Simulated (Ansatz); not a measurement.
One crystal and one scan (scan of one atom of the cell) at two levels, PBE (plane waves to 420 eV, PAW, scalar-relativistic; Ansatz, a program for electronic structure) and PBEsol (plane waves to 420 eV, PAW, scalar-relativistic; Ansatz), each from its own relaxed cell and on its own mesh.

The crystal is HfO2 (tetragonal-ZrO2 type, space group P4_2/nmc); one O atom of a 6-atom cell moves by s towards the nearest neighbour, with its periodic images.

Energies are smeared free energies. HfO2 is run without spin polarisation. HfO2 was relaxed with its symmetry unable to fall. Spin-orbit coupling is left out, though Hf is heavy. The PAW data are Ansatz's earlier set. This is a high-temperature form of HfO2. Both scans cover s from -0.210 to 0.210 Å.

| quantity | run 1 | run 2 |
|---|---|---|
| Lattice constant a (Å) | 3.568 | 3.605 |
| Lattice constant c (Å) | 5.167 | 5.265 |
| Relaxed volume (Å³/atom) | 10.96 | 11.40 |
| Band gap of the relaxed cell, no spin-orbit coupling (eV) | 4.57 | 4.67 |
| Energy at s = 0.210 Å (meV/cell) | 473 | 450 |
| Force along the line at s = -0.210 Å (eV/Å) | 2.797 | 2.723 |
| Force constant k = d²E/ds² at s = 0 (finite differences) (eV/Å²) | 17.23 | 16.52 |

Problem. Which run is which level?

Solution. Run 2 is PBE, run 1 is PBEsol. PBE gives the higher value for: lattice constant a; lattice constant c; relaxed volume; band gap of the relaxed cell, no spin-orbit coupling. PBE gives the lower value for: energy at s = 0.210 Å; force along the line at s = -0.210 Å; force constant k = d²E/ds² at s = 0. Both give the same symmetry of the curve: not even: the positive side lies higher at ±0.210 Å. Neither level is exact: the differences show how much the result hangs on the functional.

(For displaced atoms, the force is minus the slope of the energy, and its curvature is a force constant, which sets phonon frequencies.)
